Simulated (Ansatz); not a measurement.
### Question
ZrMo (CsCl type, Pm-3m) is relaxed with the program Ansatz at the PBE level (PAW). What lattice parameters of the conventional cell result?

### Answer
a = 3.341 Å.

The start of the workflow was typed in or built on a structure type; neither database checked (COD, Materials Project) lists it. Whether it is the stable phase at ambient conditions was not checked. The cell was relaxed with PBE under the symmetry of its start; whether a distortion lowers the energy is not shown. No spin polarisation was allowed.

Potentials: the later of the program's two PAW sets.
